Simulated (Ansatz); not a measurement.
WN₂:
```cif
data_N2W
_chemical_formula_sum 'W1 N2'
_space_group_name_H-M_alt 'P 1'
_space_group_IT_number 1
_cell_length_a 2.89602
_cell_length_b 2.89602
_cell_length_c 3.88900
_cell_angle_alpha 90.000
_cell_angle_beta 90.000
_cell_angle_gamma 120.000
loop_
_space_group_symop_operation_xyz
  'x, y, z'
loop_
_atom_site_label
_atom_site_type_symbol
_atom_site_fract_x
_atom_site_fract_y
_atom_site_fract_z
_atom_site_occupancy
W1 W 0.66667 0.33333 0.50000 1
N1 N 0.00000 0.00000 0.81876 1
N2 N 0.00000 0.00000 0.18124 1
```

Relaxed with PBEsol. 

Q: HSE06 on this cell (Ansatz, a program for electronic structure, PAW) gives a gap of 1.67 eV. What does PBEsol give?

A: 1.12 eV.

Cost on shared cores: the PBEsol run (SCF on a 11×11×7 mesh, then bands and DOS) around 26 core-seconds (rough), the HSE06 run (SCF on 8×8×5, then a few points) around 110 core-seconds (rough); the tasks are unlike.

Space group P-6m2. The workflow started from a Materials Project entry (that database holds measured and hypothetical structures alike); the Crystallography Open Database copy checked does not list it. Its standing as an ambient phase is unchecked. Symmetry was held in the PBEsol relaxation; whether a distortion lowers the energy is not shown. No spin polarisation was allowed. Spin–orbit coupling is left out wherever it is not named.

Potentials: the later of the program's two PAW sets.

Ansatz is a plane-wave DFT program.
